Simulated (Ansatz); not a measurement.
### Question
Each is relaxed and computed with r²SCAN in the plane-wave PAW code Ansatz. Which is the only one with a gap?
(A) Ga2AsRh5, Pbam (Pearson symbol oP16)
(B) GaAsPd5, P4/mmm (Ga on 1c, As on 1b, Pd on 4i, Pd on 1a)
(C) NiAsRh, P4/nmm (Ni on 2a, Rh on 2c, As on 2c)
(D) Rb3AsF6, Fm-3m (Rb on 8c, Rb on 4b, As on 4a, F on 24e)

### Answer
D, Rb3AsF6, Fm-3m (Rb on 8c, Rb on 4b, As on 4a, F on 24e). Rb3AsF6: gap 4.59 eV (indirect); GaAsPd5: metal; Ga2AsRh5: metal; NiAsRh: metal. Standing as an ambient phase not checked: Rb3AsF6, Fm-3m (Rb on 8c, Rb on 4b, As on 4a, F on 24e); GaAsPd5, P4/mmm (Ga on 1c, As on 1b, Pd on 4i, Pd on 1a); Ga2AsRh5, Pbam (Pearson symbol oP16); NiAsRh, P4/nmm (Ni on 2a, Rh on 2c, As on 2c). Began spin-polarised and lost the moments: NiAsRh, P4/nmm (Ni on 2a, Rh on 2c, As on 2c). All cells were relaxed under the symmetry of their starts (and spin orders); stability against distortions was not tested throughout. Rows with no word on spin ran without spin polarisation. Spin–orbit coupling is left out wherever it is not named.

Potentials: the later of the program's two PAW sets.
